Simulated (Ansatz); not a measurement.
NbAg (rock salt, Fm-3m), a = 5.427 Å, b = 5.427 Å, c = 5.427 Å, α = 90.00°, β = 90.00°, γ = 90.00°; the cell used has 2 atoms.

Relaxed with r²SCAN.

Problem. Which orbitals make up the states near the Fermi level in r²SCAN (plane waves, PAW; program Ansatz)?

Solution. Within 0.5 eV of the Fermi level: Nb 4d 82 %, Ag 4d 9 %. Projections are on Löwdin-orthogonalised atomic valence shells; empty p or d shells of many metals are not among them.

Problem. Tabulate the density of states.

Solution. States/eV per cell of 2 atoms, in 0.25 eV bins, energy from the Fermi level.

| E (eV) | total | Ag 4d | Nb 4d | Nb 5s |
|---|---|---|---|---|
| -7.15 | 0.00 | 0.00 | 0.00 | 0.00 |
| -6.90 | 0.06 | 0.00 | 0.00 | 0.03 |
| -6.65 | 0.16 | 0.02 | 0.01 | 0.07 |
| -6.40 | 1.50 | 1.04 | 0.24 | 0.12 |
| -6.15 | 5.12 | 4.10 | 0.66 | 0.19 |
| -5.90 | 11.23 | 9.79 | 0.86 | 0.30 |
| -5.65 | 8.62 | 7.83 | 0.45 | 0.15 |
| -5.40 | 6.97 | 6.42 | 0.25 | 0.12 |
| -5.15 | 6.05 | 5.81 | 0.08 | 0.08 |
| -4.90 | 1.64 | 1.44 | 0.02 | 0.09 |
| -4.65 | 0.33 | 0.10 | 0.02 | 0.10 |
| -4.40 | 0.38 | 0.10 | 0.04 | 0.12 |
| -4.15 | 0.47 | 0.10 | 0.07 | 0.14 |
| -3.90 | 0.83 | 0.12 | 0.28 | 0.17 |
| -3.65 | 1.05 | 0.10 | 0.47 | 0.16 |
| -3.40 | 1.06 | 0.08 | 0.50 | 0.16 |
| -3.15 | 1.19 | 0.09 | 0.61 | 0.13 |
| -2.90 | 1.04 | 0.08 | 0.51 | 0.09 |
| -2.65 | 0.29 | 0.02 | 0.13 | 0.03 |
| -2.40 | 0.09 | 0.01 | 0.05 | 0.01 |
| -2.15 | 0.42 | 0.03 | 0.23 | 0.05 |
| -1.90 | 0.84 | 0.05 | 0.53 | 0.12 |
| -1.65 | 1.18 | 0.06 | 0.81 | 0.17 |
| -1.40 | 1.48 | 0.06 | 1.04 | 0.23 |
| -1.15 | 1.19 | 0.05 | 0.80 | 0.17 |
| -0.90 | 1.31 | 0.05 | 0.91 | 0.10 |
| -0.65 | 2.17 | 0.09 | 1.70 | 0.03 |
| -0.40 | 3.88 | 0.27 | 3.12 | 0.02 |
| -0.15 | 3.22 | 0.27 | 2.65 | 0.02 |
| 0.10 | 2.49 | 0.26 | 2.06 | 0.01 |
| 0.35 | 2.11 | 0.24 | 1.76 | 0.01 |
| 0.60 | 1.46 | 0.13 | 1.25 | 0.01 |
| 0.85 | 1.26 | 0.10 | 1.10 | 0.00 |
| 1.10 | 2.10 | 0.16 | 1.89 | 0.01 |
| 1.35 | 3.65 | 0.12 | 3.44 | 0.01 |
| 1.60 | 3.19 | 0.07 | 2.99 | 0.02 |
| 1.85 | 3.19 | 0.11 | 2.79 | 0.12 |
| 2.10 | 2.14 | 0.12 | 1.63 | 0.15 |
| 2.35 | 1.51 | 0.10 | 1.02 | 0.10 |
| 2.60 | 0.68 | 0.02 | 0.33 | 0.07 |
| 2.85 | 0.31 | 0.00 | 0.10 | 0.03 |
| 3.10 | 0.82 | 0.01 | 0.26 | 0.36 |
| 3.35 | 1.02 | 0.02 | 0.28 | 0.40 |
| 3.60 | 0.82 | 0.01 | 0.18 | 0.26 |
| 3.85 | 0.70 | 0.01 | 0.12 | 0.20 |
| 4.10 | 0.64 | 0.01 | 0.09 | 0.16 |
| 4.35 | 0.56 | 0.01 | 0.07 | 0.13 |
| 4.60 | 0.50 | 0.00 | 0.06 | 0.11 |
| 4.85 | 0.47 | 0.01 | 0.05 | 0.10 |

The start of the workflow was typed in or built on a structure type; neither database checked (COD, Materials Project) lists it. Its standing as an ambient phase is unchecked. Symmetry was held in the r²SCAN relaxation. At this level the phase is mechanically unstable. No spin polarisation was allowed. Its formation energy is positive at this level, so the cell may be metastable or incomplete. Scalar-relativistic: spin–orbit coupling is off unless named, which matters more the heavier the elements.

Potentials: the earlier of the program's two PAW sets.
